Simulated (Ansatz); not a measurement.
# Two states of FeCuSO

```yaml
crystal:
  lattice:
    - [3.83438, 0.00000, 0.00000]
    - [0.00000, 3.83438, 0.00000]
    - [0.00000, 0.00000, 17.34645]
  atoms:
    - { symbol: Cu, position: [0.75000, 0.25000, 0.25000] }
    - { symbol: Cu, position: [0.75000, 0.25000, 0.75000] }
    - { symbol: Cu, position: [0.25000, 0.75000, 0.25000] }
    - { symbol: Cu, position: [0.25000, 0.75000, 0.75000] }
    - { symbol: S, position: [0.25000, 0.25000, 0.17210] }
    - { symbol: S, position: [0.25000, 0.25000, 0.67210] }
    - { symbol: S, position: [0.75000, 0.75000, 0.32790] }
    - { symbol: S, position: [0.75000, 0.75000, 0.82790] }
    - { symbol: Fe, position: [0.25000, 0.75000, 0.00000] }
    - { symbol: Fe, position: [0.25000, 0.75000, 0.50000] }
    - { symbol: Fe, position: [0.75000, 0.25000, 0.00000] }
    - { symbol: Fe, position: [0.75000, 0.25000, 0.50000] }
    - { symbol: O, position: [0.25000, 0.25000, 0.46280] }
    - { symbol: O, position: [0.25000, 0.25000, 0.96280] }
    - { symbol: O, position: [0.75000, 0.75000, 0.03720] }
    - { symbol: O, position: [0.75000, 0.75000, 0.53720] }
```

Single point in Ansatz 0.2.0 with PBE, with U_eff = 1.46 eV on Fe d (atomic projectors). Cutoff 420 eV, PAW datasets, 6×6×2 Γ-centred k mesh, gaussian filling (width 0.1513 eV).

State A: Fe9 up, Fe10 down, Fe11 up, Fe12 up, O14 up, O15 up (collinear spin). State B: Fe9 down, Fe10 down, Fe11 up, Fe12 up (collinear spin).

Problem. Compare the two self-consistent states.

Solution. State B is lower by 2.0 meV an atom at zero smearing. So small a gap isn't resolved on this mesh where a state is a metal.

| state | free energy (meV/atom) | largest moment in a small sphere (μB) | net moment (μB/cell) | gap on mesh (eV) | pressure (GPa) | largest force (eV/Å) |
| --- | --- | --- | --- | --- | --- | --- |
| A | 2.2 | 3.45 | 8.72 | metal | -1.6 | 0.42 |
| B | 0.0 | 3.26 | 0.00 | metal | -1.4 | 0.42 |

Origin: a database entry at a rescaled volume. Caveats: another magnetic order, which this cell may not hold, can open a gap; wide smearing.
